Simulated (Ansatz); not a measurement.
The start is a generated cell, Ni built in the hcp structure type. The cell and all atomic positions are relaxed at zero pressure with r2SCAN (plane waves to 500 eV, PAW, scalar-relativistic; Ansatz, a quantum-chemistry and plane-wave program). The first steps use a coarse 15×15×8 k-mesh.

The start:
```yaml
crystal:
  lattice:
    - [2.49381, 0.00000, 0.00000]
    - [-1.24690, 2.15970, 0.00000]
    - [0.00000, 0.00000, 4.04893]
  atoms:
    - { symbol: Ni, position: [0.33333, 0.66667, 0.25000] }
    - { symbol: Ni, position: [0.66667, 0.33333, 0.75000] }
```
Spin-polarised start, with parallel moments on Ni.

Task: What pressure does the first self-consistent step give?

Result: -7.0 GPa (negative: the cell is under tension).

Task: By how much does the energy per atom fall from start to end?

Result: 0.01 eV/atom.

Task: What band gap does the relaxed structure have at this level?

Result: Zero (metallic).

Task: What does it relax into? Give the structure.

Result: 
Space group P6₃/mmc (No. 194); a = b = 2.447 Å, c = 4.073 Å, α = β = 90.00°, γ = 120.00°

```tsv
atom	site	symmetry	x	y	z
Ni	2c	-6m2	0.3333	0.6667	0.2500
```

The space group stays P6₃/mmc (No. 194) (the run could not lower it); the end is hcp (Mg type), with 2 atoms in the primitive magnetic cell. Final values are on a 22×22×12 k-mesh of the relaxed cell. Spin state reached: ferromagnetic (net 0.71 μB/atom), from parallel starting moments; other spin orders were not run from this start. r2SCAN tends to overstate moments in metals.

The run could not lose the symmetry of its start; a randomly shaken copy of 4 atoms returns to this structure.

All atoms sit on sites fixed by symmetry, so only the cell could relax.

The relaxed structure here is a generated cell of Ni: the first start was made by placing the elements on the sites of a structure type, and the end was not matched to a known phase here, so it may be hypothetical. Known forms of Ni include space group No. 225.
